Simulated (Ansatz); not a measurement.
# Ti3SnO8 (rutile sites, Cmmm): zone-centre phonons and dielectric response

Perturbation theory with PBEsol in Ansatz 0.2.0 on the PBEsol cell, ground state and force constants on a 4×4×4 mesh. All values are calculated for a non-magnetic cell, which may be hypothetical.

It is orthorhombic, Cmmm (No. 65); a = 6.556 Å, b = 6.562 Å, c = 6.022 Å in the conventional setting, 10.79 Å³ an atom. Ti is surrounded by 6 O at 1.95–1.97 Å and 1 Ti at 2.94 Å; Ti is surrounded by 6 O at 1.94–2.00 Å; O is surrounded by 2 Ti at 1.94–1.97 Å and 1 Sn at 2.06 Å; O is surrounded by 3 Ti at 1.95–2.00 Å; Sn is surrounded by 6 O at 2.05–2.06 Å; O is surrounded by 2 Ti at 1.97 Å and 1 Sn at 2.05 Å.

```
CELL_PARAMETERS angstrom
3.28087 -3.27822 0.00000
3.28087 3.27822 0.00000
0.00000 0.00000 6.02180
ATOMIC_POSITIONS crystal
Ti 0.50000 0.50000 0.24448
Ti 0.00000 0.00000 0.00000
O 0.20037 0.20037 0.23692
O 0.79963 0.79963 0.23692
O 0.69448 0.30552 0.00000
O 0.30552 0.69448 0.00000
Ti 0.50000 0.50000 0.75552
Sn 0.00000 0.00000 0.50000
O 0.20037 0.20037 0.76308
O 0.79963 0.79963 0.76308
O 0.68714 0.31286 0.50000
O 0.31286 0.68714 0.50000
```

Optical modes without the longitudinal term (negative means imaginary):
```tsv
ω (cm⁻¹)	degeneracy	IR intensity, summed over the level ((D/Å)²/amu)
-62	1	101.22
-44	1	80.33
46	1	0.00
99	1	88.23
134	1	0.00
170	1	67.51
212	1	19.03
229	1	115.03
251	1	0.00
284	1	0.00
284	1	0.00
289	1	0.00
315	1	3.92
345	1	1.53
358	1	8.83
359	1	0.00
365	1	9.15
407	1	0.00
416	1	0.00
425	1	0.00
440	1	9.78
442	1	0.00
459	1	23.52
464	1	0.00
466	1	27.33
508	1	11.68
546	1	0.00
549	1	1.07
558	1	24.42
581	1	0.00
678	1	1.44
680	1	0.00
777	1	0.00
```

2 optical levels at Γ are imaginary (62i, 44i cm⁻¹, printed negative). By the program's warning the force constants, and with them frequencies and ε⁰, aren't converged on this mesh, so whether the cell is unstable needs a finer one. Of the real levels 15 are infrared active, the strongest at 229 cm⁻¹.

The clamped-ion dielectric constant comes out as 6.79, 6.19 and 7.48 along x, y and z. Born charges, averaged over directions: Ti +6.40 to +6.74, O -3.19 to -2.94, Sn +4.80 e. The program notes that the ground state's band table doesn't vouch for all the bands that the response reads.

For comparison, on the r2SCAN cell the mean ε∞ is 6.09 with r2SCAN (ground state on 4×4×4; least gap 2.18 eV).

Spin-orbit coupling is left out, which matters wherever the heavy atoms make up the band edges.
